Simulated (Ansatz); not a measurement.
The start is a relaxed Mo cell displaced along its unstable phonon at q = (½, ½, 0) of its primitive reciprocal cell (211i cm⁻¹), largest move 0.15 Å. Cell shape, volume and atoms are optimised at zero target pressure with r2SCAN (plane waves to 500 eV, PAW, scalar-relativistic; Ansatz, a quantum-chemistry and plane-wave program). First-step values are on the input's coarse k-mesh.

Ansatz input (later rounds restart from its end on a renewed k-mesh):
Ansatz 0.2 input:
```yaml
crystal:
  lattice:
    - [5.1731219212, 0, 0]
    - [2.5865609606, 2.5865609606, 0]
    - [0, 0, 2.5865609606]
  atoms:
    - { symbol: Mo, position: [0, 0, 0.0579920606] }
    - { symbol: Mo, position: [0.5, 0, -0.0579920606] }
basis: { ecutwfc: 500, ecutrho_ratio: 4, xc_grid: 4, fft_grid_basis: typed }
kpoints: { mp_grid: { grid: [12, 12, 12] } }
hamiltonian:
  xc: r2scan
  dispersion: none
  pseudopotentials: { azcp: { folder: ./paw }, kind: paw }
scf: { occupations: { method: fermi_dirac, width: 0.05 } }
relax: { f_tol: 0.01, max_steps: 100, cell: { stress_tol: 0.02 } }
output: { forces: true, stress: true }
```

| Property | Value |
|---|---|
| Largest initial force | 1.63 eV/Å, on Mo1, Mo2 (atoms numbered as listed) |
| Energy released | 1.07 eV/atom |
| Shortest distances (start → end) | The closest pairs of elements (up to four, under 3.6 Å), start → end: Mo–Mo 2.59 → 2.73 Å |
| Band gap at the end | no gap (metallic) |
| Optimiser moves | 14 |

The end point of the relaxation:

Space group Im-3m (No. 229); a = 3.1509 Å, b = 3.1509 Å, c = 3.1509 Å, α = 90.00°, β = 90.00°, γ = 90.00°

```json
[
 {"atom": "Mo", "site": "2a", "symmetry": "m-3m", "x": "0.0000", "y": "0.0000", "z": "0.0000"}
]
```
(The calculation used a cell of 1 atom; values per cell refer to that cell.)

Final values are on a 21×21×21 k-mesh of the relaxed cell. No spin polarisation in the result.

The run could not lose the symmetry of its start.

Of the parent cell (Pm-3m (No. 221)): it is a generated cell of Mo: the first start was made by placing the elements on the sites of a structure type, and the end was not matched to a known phase here, so it may be hypothetical. Known forms of Mo include space group No. 229.
